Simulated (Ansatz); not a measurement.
CdF2:
```yaml
crystal:
  lattice:
    - [0.00000, 2.69576, 2.69576]
    - [2.69576, 0.00000, 2.69576]
    - [2.69576, 2.69576, 0.00000]
  atoms:
    - { symbol: Cd, position: [0.00000, 0.00000, 0.00000] }
    - { symbol: F, position: [0.25000, 0.25000, 0.25000] }
    - { symbol: F, position: [0.75000, 0.75000, 0.75000] }
```

Relaxed with r²SCAN. Independent-particle spectrum: no excitons, no local fields, no scissors shift; 0.1 eV broadening; ε₁ of the summed bands alone.

Question: Tabulate the dielectric function from r²SCAN in the plane-wave PAW code Ansatz.

Answer: 

| E (eV) | ε₁ xx | ε₂ xx |
|---|---|---|
| 0.0 | 2.40 | 0.00 |
| 0.4 | 2.40 | 0.00 |
| 0.8 | 2.41 | 0.00 |
| 1.2 | 2.42 | 0.00 |
| 1.6 | 2.44 | 0.00 |
| 2.0 | 2.46 | 0.00 |
| 2.4 | 2.49 | 0.00 |
| 2.8 | 2.54 | 0.00 |
| 3.2 | 2.59 | 0.00 |
| 3.6 | 2.67 | 0.00 |
| 4.0 | 2.78 | 0.00 |
| 4.4 | 2.99 | 0.03 |
| 4.8 | 3.33 | 0.31 |
| 5.2 | 3.17 | 0.75 |
| 5.6 | 2.99 | 0.93 |
| 6.0 | 2.83 | 1.03 |
| 6.4 | 2.70 | 1.09 |
| 6.8 | 2.58 | 1.13 |
| 7.2 | 2.48 | 1.15 |
| 7.6 | 2.39 | 1.16 |
| 8.0 | 2.31 | 1.16 |
| 8.4 | 2.24 | 1.16 |
| 8.8 | 2.09 | 1.08 |
| 9.2 | 2.27 | 0.85 |
| 9.6 | 2.62 | 1.01 |
| 10.0 | 2.39 | 1.03 |
| 10.4 | 2.72 | 1.29 |
| 10.8 | 2.96 | 2.50 |
| 11.2 | 1.39 | 2.16 |
| 11.6 | 1.04 | 1.41 |
| 12.0 | 1.77 | 0.80 |

Question: From ε at 5.7 eV (xx: 2.94 + 0.96i), find n, k, the normal reflectivity and the absorption coefficient.

Answer: n = 1.74, k = 0.276, R = 8 %, α = 2kE/ħc = 160000 cm⁻¹.

With all bands, ε∞ without local fields is 2.70. DFPT, with local fields, gives 2.65.

Space group Fm-3m (fluorite). The cell was relaxed with r²SCAN under the symmetry of its start. Scalar-relativistic: spin–orbit coupling is off unless named, which matters more the heavier the elements.

Potentials: the earlier of the program's two PAW sets. The files were generated under PBE; for other functionals the program regenerates the frozen cores, and for LDA and PBEsol the local potential too.
